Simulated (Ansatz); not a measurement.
**S: computed property card**

S:
```
CELL_PARAMETERS angstrom
      0.00000     7.73657    12.38877
      6.39657     0.00000    12.38877
      6.39657     7.73657     0.00000
ATOMIC_POSITIONS crystal
  S  0.88343 0.78357 0.74769
  S  0.78357 0.88343 0.58531
  S  0.58531 0.74769 0.78357
  S  0.74769 0.58531 0.88343
  S  0.36657 0.46643 0.50231
  S  0.46643 0.36657 0.66469
  S  0.66469 0.50231 0.46643
  S  0.50231 0.66469 0.36657
  S  0.83788 0.93359 0.84298
  S  0.93359 0.83788 0.38556
  S  0.38556 0.84298 0.93359
  S  0.84298 0.38556 0.83788
  S  0.41212 0.31641 0.40702
  S  0.31641 0.41212 0.86444
  S  0.86444 0.40702 0.31641
  S  0.40702 0.86444 0.41212
  S  0.01050 0.90836 0.75015
  S  0.90836 0.01050 0.33098
  S  0.33098 0.75015 0.90836
  S  0.75015 0.33098 0.01050
  S  0.23950 0.34164 0.49985
  S  0.34164 0.23950 0.91902
  S  0.91902 0.49985 0.34164
  S  0.49985 0.91902 0.23950
  S  0.96362 0.05998 0.58891
  S  0.05998 0.96362 0.38749
  S  0.38749 0.58891 0.05998
  S  0.58891 0.38749 0.96362
  S  0.28638 0.19002 0.66109
  S  0.19002 0.28638 0.86251
  S  0.86251 0.66109 0.19002
  S  0.66109 0.86251 0.28638
```

Space group Fddd (No. 70), α-S8; conventional cell a = 12.793 Å, b = 15.473 Å, c = 24.778 Å, α = 90.00°, β = 90.00°, γ = 90.00°.

Method: PBE (plane waves, PAW; program Ansatz). The cell and atoms are relaxed at this level. Other levels are named where they apply.

Cell and energy:

```yaml
volume_per_atom: 38.32 Å³
density: 1.39 g/cm³
```

Electronic structure:

```yaml
band_gap: 2.71 eV (indirect)
valence_band_maximum: at Γ
conduction_band_minimum: off the standard path, at k = (-0.083, 0.344, 0.271)
smallest_direct_gap_on_the_standard_path: 2.75 eV
```

Symmetry was held in the PBE relaxation. The volume lies over 15 % above that of the usual cell of this phase: another minimum, or an error of the functional. A crystal of weakly bound molecules computed without a dispersion correction: the cell and the soft elastic constants depend strongly on that.

Potentials: the earlier of the program's two PAW sets.
